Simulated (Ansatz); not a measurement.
Si5Ge as one 6-atom ordering (P3m1) on the diamond lattice: a single-point calculation in Ansatz 0.2.0 (PBE0). The geometry is the r2SCAN minimum.

input.yaml:
```yaml
crystal:
  lattice:
    - [3.8731228747, 0.0, 0.0]
    - [-1.9365614373, 3.3542228015, 0.0]
    - [0.0, 0.0, 9.4848246374]
  atoms:
    - { symbol: Si, position: [0.0, 0.0, -0.0032504489] }
    - { symbol: Si, position: [0.6666666667, 0.3333333333, 0.6665279476] }
    - { symbol: Si, position: [0.3333333333, 0.6666666667, 0.3366787532] }
    - { symbol: Si, position: [0.6666666667, 0.3333333333, 0.915302942] }
    - { symbol: Si, position: [0.3333333333, 0.6666666667, 0.5846298178] }
    - { symbol: Ge, position: [0.0, 0.0, 0.2501109882] }
kpoints:
  mp_grid: { grid: [6, 6, 2] }
  band_path:
    path:
      - [0.0, 0.0, 0.0]
      - [0.5, 0.0, 0.0]
      - [0.3333333333, 0.3333333333, 0.0]
      - [0.0, 0.0, 0.5]
      - [0.5, 0.0, 0.5]
      - [0.3333333333, 0.3333333333, 0.5]
      - [0.0, 0.416667, 0.169271]
      - [0.0, 0.0, 0.15]
    npoints: 1
hamiltonian:
  xc: pbe0
scf:
  occupations: { method: fixed }
  n_extra_bands: 5
output:
  forces: true
  stress: true
  eigenvalues: true
```

Command: `ansatz run input.yaml --threads 4 --pin off --max-ram 6451MiB --backend cpu --events-out ev --progress --plain --runs-dir out`. Wall time 2.2 min on 4 threads of Arm Neoverse N1, with other jobs on the host; peak host memory 1.8 GiB.

Q: Predict the output.

A: Abridged output:
```
scf.n_extra_bands = 5 over 17 filled bands (N_el = 34.0): the run solves 22 bands
Pseudopotential: Si, paw, valence charge 4, recommended cutoff 420 eV (normal)
Pseudopotential: Ge, paw, valence charge 14, recommended cutoff 420 eV (normal)
Functional definition: PBE0
  parameter a = 0.25
  parameter kappa = 0.804
  parameter beta = 0.06672455060314922
  exchange = (1 - a)*pbe_x(kappa = kappa, mu = beta*pi^2/3) + a*exact_x
  correlation = pbe_c(beta = beta)
Crystal: 6 atoms, lattice volume = 123.220 Å³
Basis set: ecut = 420 eV, 2431 PW (Γ)
Symmetry: 6 space group operations
Space group: P3m1 (ITA 156)
k-points: 14 of 72 (time reversal used)
hybrid outer 1: dexx = +2.538e-2 eV, tail = 3.92e-5 eV
hybrid outer 2: dexx = +5.686e-7 eV, tail = 2.03e-8 eV, Δε = 2.61e-3 eV, ΔF = 1.69e-3 eV/Å
Free energy (F): -7478.095748 eV
Fermi energy:    5.991759 eV
--- Forces (eV/Å), atoms counted from 1 ---
  atom   1  Si      0.00000      0.00000    -0.02830
  atom   2  Si      0.00000      0.00000    -0.00189
  atom   3  Si      0.00000      0.00000      0.02539
  atom   4  Si      0.00000      0.00000    -0.00830
  atom   5  Si      0.00000      0.00000      0.01048
  atom   6  Ge      0.00000      0.00000      0.00262
--- Stress (GPa, compression-positive) ---
       -0.127880       0.000000       0.000000
        0.000000      -0.127880       0.000000
        0.000000       0.000000      -0.430138
  P = ⅓ Tr σ = -0.2286 GPa (-2.286 kbar)
--- Band table (eV; the first three rows and the last of 14) ---
  k-point 0: bands = […, 4.6967, 4.8998, 4.8998, 5.9602, 5.9918, 5.9918, 8.8058, 8.8246, 9.8707, 9.8707, …]
  k-point 1: bands = […, 4.5484, 4.5484, 5.3299, 5.3299, 5.6160, 5.6160, 8.5826, 9.4704, 9.5319, 10.4882, …]
  k-point 2: bands = […, 3.3948, 3.6337, 3.8910, 4.7402, 5.2722, 5.4846, 9.2234, 9.7196, 9.9086, 10.3138, …]
  k-point 13: bands = […, 1.4306, 1.4539, 1.5794, 2.8725, 2.8742, 2.9399, 10.6544, 10.6984, 10.7664, 10.7677, …]
```
The trailing digits, and the zero of the energies, depend on the potentials and thresholds.

The rows of the band table are 0: (0, 0, 0) = Γ, 1: (0, 0, -1/2) = A, 2: (0, 1/6, 0), 13: (1/3, 1/3, -1/2) = H.

Levels at the listed points, from bands.tsv (eV from the Fermi energy, bands near the gap, counted from 0):
```tsv
# k_distance	band_12	band_13	band_14	band_15	band_16	band_17	band_18	band_19	band_20
# fermi_ev = 5.991759
# [0, 0, 0] at k_distance = 0.000000
# [0.5, 0, 0] at k_distance = 0.936608
# [0.3333333333, 0.3333333333, 0] at k_distance = 1.477359
# [0, 0, 0.5] at k_distance = 2.608445
# [0.5, 0, 0.5] at k_distance = 3.545053
# [0.3333333333, 0.3333333333, 0.5] at k_distance = 4.085804
# [0, 0.416667, 0.169271] at k_distance = 4.689774
# [0, 0, 0.15] at k_distance = 5.470386
# levels_relative_to = fermi_ev
0.000	-1.092	-1.092	-0.032	0.000	0.000	2.814	2.833	3.879	3.879
0.937	-3.264	-3.191	-3.073	-2.109	-1.965	1.853	1.937	3.201	3.424
1.477	-4.974	-4.877	-2.468	-2.419	-2.346	2.627	2.893	2.900	7.235
2.608	-1.443	-0.662	-0.662	-0.376	-0.376	2.591	3.479	3.540	4.496
3.545	-4.063	-2.994	-2.852	-1.398	-1.398	2.140	2.405	2.576	3.993
4.086	-4.538	-4.412	-3.119	-3.118	-3.052	4.663	4.707	4.775	4.776
4.690	-3.141	-3.107	-2.328	-1.766	-1.607	1.722	2.393	2.962	3.258
5.470	-1.005	-1.005	-0.416	-0.057	-0.057	2.703	2.997	3.940	3.964
```
In order the rows are Γ, M, K, A, L, H, (0, 0.417, 0.169), Γ–A (0.30).

PBE0 gives an indirect gap of 1.72 eV, from Γ to k = (0, 0.417, 0.169); the least direct gap is 2.76 eV at Γ–A (0.30 of the way from Γ). Edges are sought over the mesh and the listed points. The mean stress, -0.2 GPa, is small, and the program warns that its thresholds are loose for a hybrid's stress. The largest force is 0.03 eV/Å.

No spin polarisation and no zero-point or thermal motion; the cell was built from a prototype and may be hypothetical.

Spin-orbit coupling is left out.

The meshes of the hybrids are coarse, so their gaps aren't converged to the digits shown.
